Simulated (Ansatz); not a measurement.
Input file for Ansatz (a quantum-chemistry and plane-wave program):

Ansatz 0.2 input:
```yaml
crystal:
  lattice:
    - [5.7859985348, 0.0, 0.0]
    - [-2.8929992674, 5.0108217174, 0.0]
    - [0.0, 0.0, 4.5837938525]
  atoms:
    - { symbol: Rb, position: [0.3333333333, 0.6666666667, 0.7125400664] }
    - { symbol: Rb, position: [0.6666666667, 0.3333333333, 0.2874599336] }
    - { symbol: Pt, position: [0.0, 0.0, 0.0] }
    - { symbol: F, position: [0.8375539187, 0.1624460813, 0.7738221447] }
    - { symbol: F, position: [0.1624460813, 0.8375539187, 0.2261778553] }
    - { symbol: F, position: [0.8375539187, 0.6751078373, 0.7738221447] }
    - { symbol: F, position: [0.1624460813, 0.3248921627, 0.2261778553] }
    - { symbol: F, position: [0.3248921627, 0.1624460813, 0.7738221447] }
    - { symbol: F, position: [0.6751078373, 0.8375539187, 0.2261778553] }
kpoints:
  mp_grid: { grid: [6, 6, 6] }
hamiltonian:
  xc: lda
  pseudopotentials: { kind: paw }
scf:
  occupations: { method: fixed }
phonons:
  method: dfpt
  response_accuracy: low
  qmesh: [2, 2, 2]
  interpolated_qmesh: [11, 11, 12]
  dielectric: true
  rigid_motions: translations
  temperatures: { t_max: 1000, t_step: 50 }
  qpath:
    path:
      - [[0.0, 0.0, 0.0], [0.5, 0.0, 0.0], [0.3333333333, 0.3333333333, 0.0], [0.0, 0.0, 0.0], [0.0, 0.0, 0.5], [0.5, 0.0, 0.5], [0.3333333333, 0.3333333333, 0.5], [0.0, 0.0, 0.5]]  # Γ-M-K-Γ-A-L-H-A
      - [[0.5, 0.0, 0.5], [0.5, 0.0, 0.0]]  # L-M
      - [[0.3333333333, 0.3333333333, 0.5], [0.3333333333, 0.3333333333, 0.0]]  # H-K
    npoints: 9
```

Output (shortened):

```
WARN phonons: the dynamical matrix that this run interpolates holds no multipole term above the dipole-dipole one, and a site of this crystal is no centre of …
Pseudopotential: Rb, paw, valence charge 9
Pseudopotential: Pt, paw, valence charge 18
Pseudopotential: F, paw, valence charge 7
Functional definition: SPW92
Crystal: 9 atoms, lattice volume = 132.896 Å³
Basis set: ecut = 420 eV, 2607 PW (Γ), exchange–correlation on 80×80×64 points (8 copies of the dense FFT grid, shifted against one another)
Bands: 48, of which v1, the nominal top of the filled ones, is band 39 counted from 1 (38 counted from 0)
Symmetry: 12 space group operations
k-points: 112 of 216 (irreducible under 1 space group operation, time reversal used)
SCF iter   1: F=—  HF=-23352.012205 eV  |F-HF|=—  |Δ(HF+E_count)|=         —  Δρ=1.86e-2  dr2=3.12e-1  ethr=1.77e-3  ⟨swp⟩=4.8  Hψ=17603  notcnv=0  defer=784
preconditioner: auto → Resta (q_TF=auto, 2.496 Å⁻¹)
SCF iter   2: F=—  HF=-23351.935268 eV  |F-HF|=—  |Δ(HF+E_count)|=   7.69e-2  Δρ=5.81e-3  dr2=2.98e-2  ethr=4.00e-4  ⟨swp⟩=2.2  Hψ=9241  notcnv=0  defer=784
SCF iter   3: F=—  HF=-23351.929274 eV  |F-HF|=—  |Δ(HF+E_count)|=   5.99e-3  Δρ=2.39e-3  dr2=4.79e-3  ethr=3.82e-5  ⟨swp⟩=2.0  Hψ=7363  notcnv=0  defer=784
SCF iter   4: F=—  HF=-23351.928337 eV  |F-HF|=—  |Δ(HF+E_count)|=   9.36e-4  Δρ=7.25e-4  dr2=5.59e-4  ethr=6.14e-6  ⟨swp⟩=1.3  Hψ=5809  notcnv=0  defer=781
SCF iter   5: F=—  HF=-23351.928262 eV  |F-HF|=—  |Δ(HF+E_count)|=   7.59e-5  Δρ=1.08e-4  dr2=1.37e-5  ethr=7.17e-7  ⟨swp⟩=2.8  Hψ=8767  notcnv=0  defer=677
SCF iter   6: F=—  HF=-23351.928266 eV  |F-HF|=—  |Δ(HF+E_count)|=   4.12e-6  Δρ=1.53e-5  dr2=2.22e-7  ethr=1.75e-8  ⟨swp⟩=2.7  Hψ=8949  notcnv=0  defer=524
SCF iter   7: F=—  HF=-23351.928268 eV  |F-HF|=—  |Δ(HF+E_count)|=   1.84e-6  Δρ=2.51e-6  dr2=1.02e-8  ethr=2.85e-10  ⟨swp⟩=2.0  Hψ=9325  notcnv=0  defer=437
SCF iter   8: F=—  HF=-23351.928268 eV  |F-HF|=—  |Δ(HF+E_count)|=   1.42e-9  Δρ=5.28e-7  dr2=3.49e-10  ethr=1.30e-11  ⟨swp⟩=2.3  Hψ=8229  notcnv=0  defer=437
SCF iter   9: F=-23351.928268 eV  HF=-23351.928268 eV  |F-HF|=7.28e-12  |Δ(HF+E_count)|=  7.28e-12  Δρ=1.26e-7  dr2=1.53e-11  ethr=1.00e-12  ⟨swp⟩=14.2  Hψ=35435  notcnv=0
SCF 1 converged in 9 iterations: F = -23351.928268 eV  dr2 = 1.53e-11
DFPT response loops at Γ: preconditioner auto → Resta (q_TF=auto, 2.496 Å⁻¹)  ε∞=4.7 (no band partly filled) …
NSCF: frozen V_eff on 34 k-points
NSCF: frozen V_eff on 224 k-points
DFPT response loops at q = (0, 0, -0.5) (fractional): mixed as the last ones told, above
NSCF: frozen V_eff on 224 k-points
DFPT response loops at q = (0, -0.5, 0) (fractional): mixed as the last ones told, above
NSCF: frozen V_eff on 224 k-points
DFPT response loops at q = (0, -0.5, -0.5) (fractional): mixed as the last ones told, above
SCF converged after 9 iterations
Free energy (F): -23351.928268 eV
Harris-Foulkes:  -23351.928268 eV  (|F-HF|=7.28e-12)
Internal energy: -23351.928268 eV  (E = F + TS)
E sigma→0 (E₀):  -23351.928268 eV
Fermi energy:    5.102570 eV
--- Per-component energies (eV) ---
  E_band       = -712.434208
  E_kinetic    = 2250.600613
  E_local      = -7729.187791  (includes V_loc(G=0)·N_el)
  E_nonlocal   = 1016.174480
  E_hartree    = 2850.973092
  E_xc         = -984.955625
  E_vxc        = -1179.319572  (∫ρ·V_xc dr)
  E_paw        = -15347.280895  (= ΣΔE_a)
  E_vpaw       = -772.660021  (= ΣTr[D̂ρ^β])
  E_aug_tail   = 0.011932  (compensation charges beyond the density's cutoff)
  E_ewald      = -5409.949972
  E_core_change = 1.685898  (= ΣΔE_core)
  E_smearing   =  0.000000  (= −TS)
  E_closure    = 0.000000  (closes the sum)
  Σ components = -23351.928268   (vs F -23351.928268, Δ=0.00e0)
  [band-id]    e_kinetic+e_local+e_nonlocal+2·e_hartree+e_vxc+e_vpaw+e_augmentation_tail = -712.434175   (vs E_band -712.434208, Δ=3.26e-5)
--- Band table (eV; the first three rows and the last of 112) ---
  k-point 0: bands = ["-94.0633", "-48.2233", "-48.2233", "-48.0233", "-18.6757", "-18.4178", "-16.9412", "-16.5825", "-16.5825", "-16.4318", "-16.4318", "-16.3107", "-3.2586", "-3.2586", "-3.1209", "-2.5967", "-2.5967", "-2.5269", "-1.2913", "-1.2913", …
  k-point 1: bands = ["-94.0633", "-48.2233", "-48.2233", "-48.0234", "-18.6464", "-18.4216", "-16.9550", "-16.5988", "-16.5988", "-16.4134", "-16.4134", "-16.3332", "-3.2332", "-3.2332", "-3.0501", "-2.6876", "-2.6876", "-2.6409", "-1.2950", "-1.2950", …
  k-point 2: bands = ["-94.0633", "-48.2233", "-48.2233", "-48.0235", "-18.5751", "-18.4402", "-16.9852", "-16.6242", "-16.6242", "-16.3838", "-16.3838", "-16.3769", "-3.1598", "-3.1598", "-2.9166", "-2.8734", "-2.8734", "-2.8172", "-1.3280", "-1.3280", …
  k-point 111: bands = ["-94.0633", "-48.2233", "-48.2233", "-48.0235", "-18.4798", "-18.4588", "-16.9687", "-16.6963", "-16.6339", "-16.4799", "-16.3758", "-16.3482", "-3.1327", "-3.1139", "-2.9150", "-2.7465", "-2.5853", "-2.5851", "-1.2644", "-1.2601", …
--- Phonons (Γ-DFPT): 6 representative perturbations + reference, on 112 of 216 k-points (Σ response iterations 19) ---
  ASR residual: 8.658e-5 → 0.000e0 eV/Å²; symmetrization residual: 8.664e-5 eV/Å²
  ASR residual per site (eV/Å²): 4.92e-5 4.92e-5 6.81e-5 8.66e-5 8.66e-5 8.66e-5 8.66e-5 8.66e-5 8.66e-5
  Γ frequencies (cm⁻¹): 0.00 0.00 0.00 86.05 92.40 92.41 92.41 94.88 102.14 102.14 102.62 102.62 203.49 203.49 213.82 243.86 243.86 248.58 260.80 276.24 276.24 581.07 581.07 581.11 581.11 583.50 599.91
  ε∞ (high-frequency dielectric tensor):
        2.664864     0.000000     0.000000
        0.000000     2.664864     0.000000
        0.000000     0.000000     2.531476
  ε⁰ (static dielectric tensor: ions relaxed, cell fixed):
        5.526607     0.000000     0.000000
        0.000000     5.526607     0.000000
        0.000000     0.000000     5.301970
  ε⁰ − ε∞ (ionic part):
        2.861744     0.000000     0.000000
        0.000000     2.861744     0.000000
        0.000000     0.000000     2.770494
  softest optical mode at Γ: 86.05 cm⁻¹; the repairs (sum rule, projections) moved no ω² at Γ by more than (5.97 cm⁻¹)²
  Born effective charges Z* (e; rows j = field, columns β = displacement):
    site 0:
         1.37772    0.00000    0.00000
         0.00000    1.37772    0.00000
         0.00000    0.00000    1.29721
    site 1:
         1.37772    0.00000    0.00000
         0.00000    1.37772    0.00000
         0.00000    0.00000    1.29721
    site 2:
         2.83224    0.00000    0.00000
         0.00000    2.83224    0.00000
         0.00000    0.00000    2.40350
    site 3:
        -1.11524    0.31863   -0.44201
         0.31863   -0.74732    0.25519
        -0.42971    0.24809   -0.83299
    site 4:
        -1.11524    0.31863   -0.44201
         0.31863   -0.74732    0.25519
        -0.42971    0.24809   -0.83299
    site 5:
        -0.56336    0.00000    0.00000
         0.00000   -1.29920   -0.51039
         0.00000   -0.49619   -0.83299
    site 6:
        -0.56336    0.00000    0.00000
         0.00000   -1.29920   -0.51039
         0.00000   -0.49619   -0.83299
    site 7:
        -1.11524   -0.31863    0.44201
        -0.31863   -0.74732    0.25519
         0.42971    0.24809   -0.83299
    site 8:
        -1.11524   -0.31863    0.44201
        -0.31863   -0.74732    0.25519
         0.42971    0.24809   -0.83299
  Z* charge neutrality: 8.325e-5 e pre-enforcement
  k-mesh period / interband length: 27.5 Å / 0.92 Å = 29.93 at k = (0.0000, 0.0000, 0.0000), direct gap 3.214 eV — 14 or more, which is no proof of convergence
  optical modes at Γ without the LO–TO term, one row a degenerate level:
      ω (cm⁻¹)  modes    IR ((D/Å)²/amu)
         86.05      1             0.0000
         92.40      1             1.2126
         92.41      2             0.0000
         94.88      1             0.0000
        102.14      2             3.0296
        102.62      2             0.0000
        203.49      2             0.0000
        213.82      1             0.0000
        243.86      2             0.1285
        248.58      1             0.7081
        260.80      1             0.0000
        276.24      2             1.2667
        581.07      2            16.0308
        581.11      2             0.0000
        583.50      1             6.5205
        599.91      1             0.0000
  optical modes at Γ + LO–TO along q̂ = [1.0000, 0.0000, 0.0000]:
      ω (cm⁻¹)  modes    IR ((D/Å)²/amu)
         86.05      1             0.0000
         92.40      1             1.2126
         92.41      2             0.0000
         94.88      1             0.0000
        102.14      1             1.5148
        102.62      2             0.0000
        133.70      1             0.9976
        203.49      2             0.0000
        213.82      1             0.0000
        243.86      1             0.0643
        244.51      1             0.0430
        248.58      1             0.7081
        260.80      1             0.0000
        276.24      1             0.6333
        282.82      1             0.5813
        581.07      1             8.0154
        581.11      2             0.0000
        583.50      1             6.5205
        599.91      1             0.0000
        622.74      1             8.6059
  optical modes at Γ + LO–TO along q̂ = [0.0000, 1.0000, 0.0000]:
      ω (cm⁻¹)  modes    IR ((D/Å)²/amu)
         86.05      1             0.0000
         92.40      1             1.2126
         92.41      2             0.0000
         94.88      1             0.0000
        102.14      1             1.5148
        102.62      2             0.0000
        133.70      1             0.9976
        203.49      2             0.0000
        213.82      1             0.0000
        243.86      1             0.0643
        244.51      1             0.0430
        248.58      1             0.7081
        260.80      1             0.0000
        276.24      1             0.6333
        282.82      1             0.5813
        581.07      1             8.0154
        581.11      2             0.0000
        583.50      1             6.5205
        599.91      1             0.0000
        622.74      1             8.6059
  optical modes at Γ + LO–TO along q̂ = [0.0000, 0.0000, 1.0000]:
      ω (cm⁻¹)  modes    IR ((D/Å)²/amu)
         86.05      1             0.0000
         92.41      2             0.0000
         94.88      1             0.0000
        102.14      2             3.0296
        102.62      2             0.0000
        121.77      1             0.8013
        203.49      2             0.0000
        213.82      1             0.0000
        243.86      2             0.1285
        257.30      1             0.6757
        260.80      1             0.0000
        276.24      2             1.2667
        581.07      2            16.0308
        581.11      2             0.0000
        599.91      1             0.0000
        619.10      1             6.9641
  non-analytic LO–TO correction: the dipole-dipole term of the run's Born effective charges and high-frequency dielectric tensor (where they are solved with …
--- Phonons (arbitrary-q DFPT): 4 irreducible q on the 2×2×2 mesh ---
  q = [0.0000, 0.0000, 0.0000] (star 1, of the zone-centre solve; hermiticity 1.92e-6, symmetrization 8.56e-7):  0.00  0.00  0.00 86.05 92.40 92.41 92.41 94.88 102.14 102.14 102.62 102.62 203.49 203.49 213.82 243.86 243.86 248.58 260.80 276.24 276.24 581.07 …
  q = [0.0000, 0.0000, -0.5000] (star 1, 6 solved perturbations in 384 linear systems a pass and spin channel, the states on 112 of 216 k-point pairs; hermiticity 4.09e-6, symmetrization 1.94e-6): 48.93 48.93 79.65 79.65 80.36 92.63 98.85 98.85 100.73 100.73 …
  q = [0.0000, -0.5000, 0.0000] (star 3, 12 solved perturbations in 948 linear systems a pass and spin channel, the states on 112 of 216 k-point pairs; hermiticity 4.86e-6, symmetrization 2.22e-6): 47.98 49.31 67.11 69.54 80.35 87.99 90.75 100.00 111.88 …
  q = [0.0000, -0.5000, -0.5000] (star 3, 12 solved perturbations in 948 linear systems a pass and spin channel, the states on 112 of 216 k-point pairs; hermiticity 7.44e-6, symmetrization 3.74e-6): 56.06 61.16 69.28 76.47 88.37 93.31 93.45 99.60 106.80 …
  sum rule: each row above includes the acoustic sum rule's correction from the zone centre's row sums; it moved no ω² by more than (1.22 cm⁻¹)²
  mesh force constants: q→R imaginary residual 1.95e-17; ASR residual 8.658e-5 → 0.000e0 eV/Å²; symmetrization residual 2.132e-14 eV/Å²
  interpolated dispersion: 85 rows × 27 modes
  density of states and harmonic sums: on the 11×11×12 q-mesh, interpolated from the force constants of a 2×2×2 supercell (with the dipole–dipole term)
  largest difference from the sums on the solved wave vectors: F 1.02e-1 eV, S 1.34e-4 and C_V 3.20e-5 eV/K
  zero-point energy: 0.418686 eV/cell   skipped modes (ω ≤ 0): 3   left out of the sums: 7.65e-5 of the cell's modes …
```

Cost: around 50 core-minutes (rough) on shared cores.

Space group P-3m1. The first step of the workflow began from a Materials Project structure, measured or hypothetical; the Crystallography Open Database copy checked does not list it. Its standing as an ambient phase is unchecked. Symmetry was held in the LDA relaxation. The run is not spin-polarised. Scalar-relativistic: spin–orbit coupling is off unless named, which matters more the heavier the elements.

Potentials: the later of the program's two PAW sets.

Ansatz is a plane-wave DFT program.
